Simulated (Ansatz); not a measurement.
A run on bcc Li (111), 6 layers: DFT, PBE, PAW with Ansatz's default frozen-core files, scalar-relativistic (Ansatz 0.2.0).

Command: `ansatz run input.yaml --threads 2 --pin off --max-ram 5120MiB --backend cpu --events-out ev --progress --plain --runs-dir out`

```yaml
crystal:
  lattice:
    - [4.8518899234, 0.0, 0.0]
    - [-2.4259449617, 4.20185993, 0.0]
    - [0.0, 0.0, 24.9519]
  atoms:
    - { symbol: Li, position: [0.1666666667, 0.3333333333, 0.4021053712] }
    - { symbol: Li, position: [0.5, 1.0, 0.4444409468] }
    - { symbol: Li, position: [0.8333333333, 0.6666666667, 0.4786493434] }
    - { symbol: Li, position: [0.1666666667, 0.3333333333, 0.521350665] }
    - { symbol: Li, position: [0.5, 1.0, 0.5555590567] }
    - { symbol: Li, position: [0.8333333333, 0.6666666667, 0.5978946165] }
kpoints:
  mp_grid: { grid: [9, 9, 1] }
scf:
  occupations: { method: fermi_dirac, width: 0.08 }
hamiltonian:
  xc: pbe
  pseudopotentials: { kind: paw }
output:
  forces: true
  stress: true
  eigenvalues: true
  core_levels:
    shells: { Li: ["1s"] }
    counted_from: fermi_level
    add_spin: false
```

How does the run end?

It is refused before any iteration. The log ends:
```
Error: pseudopotential record <dir> output.core_levels.shells: no 1s core hole can be made of this Li record: its frozen core holds no 1s shell, nor is that a full one between the 1s and the outermost: it holds none.
Fix: name a PAW record that freezes 1s for Li under hamiltonian.pseudopotentials.azcp (`Li: <path>`).
```
